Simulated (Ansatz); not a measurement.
Input:

Ti$_{6}$Ge$_{2}$B:
```
CELL_PARAMETERS angstrom
      6.80905     0.00000     0.00000
     -3.40453     5.89681     0.00000
      0.00000     0.00000     3.35636
ATOMIC_POSITIONS crystal
  Ti 0.00000 0.76489 0.00000
  Ti 0.76489 0.00000 0.00000
  Ti 0.23511 0.23511 0.00000
  Ti 0.00000 0.39470 0.50000
  Ti 0.39470 0.00000 0.50000
  Ti 0.60530 0.60530 0.50000
  Ge 0.33333 0.66667 0.00000
  Ge 0.66667 0.33333 0.00000
  B  0.00000 0.00000 0.50000
```

This is the r²SCAN-relaxed structure.

Task: All from plane-wave PAW r²SCAN (Ansatz code), unless another level is named. Predict the electronic character.

Result: metallic (no gap).

Task: Give the formation energy from the elements (no fitted shifts).

Result: -0.68 eV/atom.

Task: Next, the density of states at the Fermi level?

Result: 0.50 states/eV per atom (mean over ±0.08 eV).

Space group P-62m. The first step of the workflow began from a Materials Project structure, measured or hypothetical; the Crystallography Open Database copy checked does not list it. Whether it is the stable phase at ambient conditions was not checked. Symmetry was held in the r²SCAN relaxation; whether a distortion lowers the energy is not shown. The run is not spin-polarised. The references are the lowest solids computed at this level, not always the standard phases. Scalar-relativistic: spin–orbit coupling is off unless named, which matters more the heavier the elements.

Potentials: the later of the program's two PAW sets.
